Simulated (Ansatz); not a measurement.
Computed properties of AlSi₃C₃N

AlSi3C3N:
```
AlSi3C3N
1.0
    3.10676     0.00000     0.00000
   -1.55338     2.69053     0.00000
    0.00000     0.00000    10.06872
Al N Si C
1 1 3 3
Direct
  0.33333   0.66667   0.98759
  0.33333   0.66667   0.19729
  0.66667   0.33333   0.25287
  0.33333   0.66667   0.50334
  0.66667   0.33333   0.75521
  0.66667   0.33333   0.43544
  0.33333   0.66667   0.68688
  0.66667   0.33333   0.93586
```

Space group P3m1 (No. 156); conventional cell a = 3.107 Å, b = 3.107 Å, c = 10.069 Å, α = 90.00°, β = 90.00°, γ = 120.00°.

Method: the program Ansatz at the PBEsol level (PAW). Geometry: relaxed at this level of theory. Other levels are named where they apply.

Cell and energy:

- Volume per atom: 10.52 Å³
- Density: 3.18 g/cm³
- Formation energy from the elements (no fitted shifts): -254 meV/atom

Electronic structure:

* **Electronic character**: metallic (no gap)
* **Density of states at the Fermi level**: 0.16 states/eV per atom (mean over ±0.08 eV)

Mechanics:

- Bulk modulus (Birch–Murnaghan fit): 187 GPa
- Pressure derivative B′: 4.9

Phonons:

Highest zone-centre frequency: 27.77 THz
Zone-centre stability: no imaginary mode at Γ

The start of the workflow was typed in or built on a structure type; neither database checked (COD, Materials Project) lists it. Whether it is the stable phase at ambient conditions was not checked. Symmetry was held in the PBEsol relaxation. As this level gives no gap, phonon frequencies hold no LO–TO term and depend on the k-mesh and smearing (Fermi–Dirac, 0.1 eV here). The references are the lowest solids computed at this level, not always the standard phases (solids in place of the gases).

Potentials: the earlier of the program's two PAW sets. The files were generated under PBE; for other functionals the program regenerates the frozen cores, and for LDA and PBEsol the local potential too.
